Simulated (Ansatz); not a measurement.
An Ansatz (a first-principles code) input:

Ansatz 0.2 input:
```yaml
crystal:
  lattice:
    - [4.1853019318, 0.0, 0.0]
    - [0.0, 4.1853019318, 0.0]
    - [0.0, 0.0, 2.668839163]
  atoms:
    - { symbol: Si, position: [0.0, 0.0, 0.0] }
    - { symbol: Si, position: [0.5, 0.5, 0.5] }
    - { symbol: O, position: [0.3061028458, 0.3061028458, 0.0] }
    - { symbol: O, position: [0.8061028458, 0.1938971542, 0.5] }
    - { symbol: O, position: [0.1938971542, 0.8061028458, 0.5] }
    - { symbol: O, position: [0.6938971542, 0.6938971542, 0.0] }
kpoints:
  mp_grid: { grid: [6, 6, 9] }
hamiltonian:
  xc: r2scan
  pseudopotentials: { kind: paw }
scf:
  occupations: { method: fixed }
output:
  optics: { e_range: [0.0, 15.0], de: 0.05, sigma: 0.1, bands: { spectra_wanted_up_to: 12 eV } }
```

Task: How many symmetry operations and irreducible k-points will the run report?

Result: 16 operations, 50 of 324 k-points.

Task: With a cutoff of 500 eV, how many plane waves at Γ?

Result: 1177.

It took around 40 core-seconds (rough) on shared server cores.

Space group P4_2/mnm (rutile). This is a known high-pressure phase of the composition, computed here at zero pressure and temperature. The r²SCAN relaxation kept the symmetry of its start; whether a distortion lowers the energy is not shown. The volume moved by 38 % from the start of the relaxation.

Potentials: the later of the program's two PAW sets.

Ansatz is a plane-wave DFT program.
